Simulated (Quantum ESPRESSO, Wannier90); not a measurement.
# Wannierisation of CdSe (zinc blende)

```yaml
crystal:
  lattice:
    - [0.00000, 3.07027, 3.07027]
    - [3.07027, 0.00000, 3.07027]
    - [3.07027, 3.07027, 0.00000]
  atoms:
    - { symbol: Cd, position: [0.00000, 0.00000, 0.00000] }
    - { symbol: Se, position: [0.25000, 0.25000, 0.25000] }
```

Materials Project entry mp-2691; symmetrised, unrelaxed at this level. Not found in the COD (Crystallography Open Database) copy used, which has the formula in other groups; not checked further. Level: PBEsol, spinors with spin-orbit coupling; pw.x of Quantum ESPRESSO at 82 Ry with PseudoDojo potentials, 6×6×6 k-points, Wannier90. Density: 10×10×10 mesh, Gaussian smearing 0.01 Ry.

The plane-wave run has 62 bands and 36 electrons a cell. On the energy scale of pw.x, whose zero is arbitrary, the valence-band maximum lies at 7.35 eV.

Isolated groups of bands, relative to the valence-band maximum (bands from 37 on overlap up to the last one computed):

| bands | from (eV) | to (eV) | filling | weight on atomic waves |
|---|---|---|---|---|
| 1–2 | -101.56 | -101.56 | filled | Cd 4s 100 % |
| 3–4 | -66.72 | -66.72 | filled | Cd 4p 100 % |
| 5–8 | -60.88 | -60.88 | filled | Cd 4p 100 % |
| 9–12 | -47.34 | -47.34 | filled | Se 3d 100 % |
| 13–18 | -46.44 | -46.44 | filled | Se 3d 100 % |
| 19–20 | -12.59 | -12.12 | filled | Se 4s 86 %, Cd 5s 7 %, Cd 4d 6 % |
| 21–30 | -8.23 | -6.94 | filled | Cd 4d 96 % |
| 31–36 | -4.40 | 0.00 | filled | Se 4p 81 %, Cd 5s 11 % |

Input w.win, without the blocks of cell, atoms and k-points (216 lines):

```
num_bands = 34
num_wann = 16
exclude_bands = 1-18,21-30
spinors = true
num_iter = 800
conv_tol = 1.0e-6
conv_window = 4
dis_num_iter = 1000
dis_conv_tol = 1.0e-6
dis_froz_max = 15.96
write_hr = true
write_u_matrices = true
begin projections
Cd: s;p
Se: s;p
end projections
mp_grid = 6 6 6
```

wannier90.x stops with:
```
dis_windows: More states in the frozen window than target WFs
```
At some k-point more bands lie below dis_froz_max than there are Wannier functions, and every frozen state has to fit into the subspace. Mended as below, all else unchanged, the run goes through (Ω_I = 23.9 Å²) and follows the plane-wave bands to 4.2 meV rms (states up to 1.3 eV relative to the valence-band maximum).
```
dis_froz_max = 9.16
```
